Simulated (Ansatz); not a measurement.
Starting cell, Al2O3 (corundum):

```
CELL_PARAMETERS angstrom
      2.40441     1.38819     4.37463
     -2.40441     1.38819     4.37463
      0.00000    -2.77638     4.37463
ATOMIC_POSITIONS crystal
  Al 0.35215 0.35215 0.35215
  Al 0.14785 0.14785 0.14785
  Al 0.64785 0.64785 0.64785
  Al 0.85215 0.85215 0.85215
  O  0.55618 0.94382 0.25000
  O  0.25000 0.55618 0.94382
  O  0.94382 0.25000 0.55618
  O  0.44382 0.05618 0.75000
  O  0.75000 0.44382 0.05618
  O  0.05618 0.75000 0.44382
```

The atoms are displaced by Q × the pattern below (from a DFPT mode at Γ, largest move 1; Q in Å), at fixed cell. It is one choice among 2 degenerate patterns.

```csv
atom,x,y,z
Al1,0.119,-0.020,0.000
Al2,-0.119,-0.020,0.000
Al3,-0.119,0.020,0.000
Al4,0.119,0.020,0.000
O5,0.000,0.656,0.754
O6,0.285,0.163,-0.377
O7,-0.285,0.163,-0.377
O8,0.000,-0.656,-0.754
O9,-0.285,-0.163,0.377
O10,0.285,-0.163,0.377
```

Calculation: PBE (plane waves to 420 eV, PAW, scalar-relativistic; Ansatz, a program for electronic structure). k mesh 8×8×8 (Γ-centred), Fermi-Dirac smearing 0.05 eV. Energies are smeared free energies. Al2O3 was relaxed with its symmetry unable to fall. ΔE is measured from the undisplaced structure.

```json
[
 {"Q (Å)": "-0.2800", "ΔE (meV/cell)": "921"},
 {"Q (Å)": "-0.2333", "ΔE (meV/cell)": "withheld"},
 {"Q (Å)": "-0.1867", "ΔE (meV/cell)": "409"},
 {"Q (Å)": "-0.1400", "ΔE (meV/cell)": "230"},
 {"Q (Å)": "-0.0933", "ΔE (meV/cell)": "102"},
 {"Q (Å)": "-0.0467", "ΔE (meV/cell)": "26"},
 {"Q (Å)": "0.0000", "ΔE (meV/cell)": "0"},
 {"Q (Å)": "0.0467", "ΔE (meV/cell)": "26"},
 {"Q (Å)": "0.0933", "ΔE (meV/cell)": "102"},
 {"Q (Å)": "0.1400", "ΔE (meV/cell)": "230"},
 {"Q (Å)": "0.1867", "ΔE (meV/cell)": "409"},
 {"Q (Å)": "0.2333", "ΔE (meV/cell)": "withheld"},
 {"Q (Å)": "0.2800", "ΔE (meV/cell)": "921"}
]
```

Problem. Fit an even polynomial form (powers 2, 4) to the given rows and predict ΔE at Q = 0.2333.

Solution. Least squares on the 11 given rows: ΔE = (11730)·Q² + (273.6)·Q⁴, in meV/cell with Q in Å; root-mean-square residual 0.2 meV/cell. At 0.2333 the fit gives 639 meV/cell; the calculation gives 639 meV/cell, the same to the digits shown. The quadratic term alone would give 638 meV/cell.

(For displaced atoms, the force is minus the slope of the energy, and its curvature is a force constant, which sets phonon frequencies.)
